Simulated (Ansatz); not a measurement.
Here is the system:

Starting cell, Be (hcp, Mg type):

```
CELL_PARAMETERS angstrom
      4.52945     0.00000     0.00000
     -1.13236     1.96131     0.00000
      0.00000     0.00000     3.56124
ATOMIC_POSITIONS crystal
  Be 0.16667 0.66667 0.75000
  Be 0.66667 0.66667 0.75000
  Be 0.33333 0.33333 0.25000
  Be 0.83333 0.33333 0.25000
```

The atoms are displaced by Q × the pattern below (from a DFPT mode at M = (0.5, 0.0, 0.0), largest move 1; Q in Å), at fixed cell. (q is in reciprocal vectors of the primitive cell; the cell shown is doubled to hold the pattern.)

```tsv
atom	x	y	z
Be1	0.500	-0.866	0.000
Be2	-0.500	0.866	0.000
Be3	-0.500	0.866	0.000
Be4	0.500	-0.866	0.000
```

The numbers are results of PBE (plane waves to 420 eV, PAW, scalar-relativistic; Ansatz, a quantum-chemistry and plane-wave program), not measurements. k mesh 23×23×13 (Γ-centred), Fermi-Dirac smearing 0.05 eV. Energies are smeared free energies. With partly filled bands, energies and forces of such displacements shift with the k mesh and the smearing. Be was relaxed with its symmetry unable to fall. The zero of ΔE is the undisplaced structure.

The scan covers Q from -0.100 to 0.100 Å in 13 points.

Q: Is this a single well or a double well?

A: A single well with its minimum at or next to zero displacement.

Q: Which space group does the distorted structure have?

A: Pbcm (No. 57), lowered from P6_3/mmc.

Q: What is the energy change at Q = 0.100 Å?

A: 215 meV/cell.

Q: What harmonic wavenumber does the curvature at Q = 0 give?

A: 575 cm⁻¹.

(A displaced cell: forces are minus the slopes of the energy, force constants its curvatures, and phonons follow from these.)
